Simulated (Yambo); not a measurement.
NaYS₂ (space group R-3m, No. 166), G0W0@LDA (Yambo, plasmon pole, terminator in G, 4×4×4 mesh): gap Γ → F in eV by bands and screening block.

| bands (W and G) | 2 Ry | 3 Ry | 4 Ry | 6 Ry | 7 Ry |
|---|---|---|---|---|---|
| 32 | 3.65 | 3.68 | 3.72 | 3.76 | 3.78 |
| 49 | 3.52 | 3.59 | 3.65 | 3.72 | 3.74 |
| 72 | 3.43 | ? | 3.59 | 3.67 | 3.70 |
| 100 | 3.40 | 3.46 | 3.55 | 3.65 | ? |
| 129 | ? | 3.44 | – | – | 3.68 |

### Question
Estimate the withheld gaps from their neighbours; the computed values follow.

### Answer

- 72, 3 Ry: 3.50
- 100, 7 Ry: 3.69
- 129, 2 Ry: 3.39

The largest settings aren't shown to be the converged limit.

Geometry relaxed with LDA; primitive cell a = b = c = 6.838 Å, α = β = γ = 33.12°.
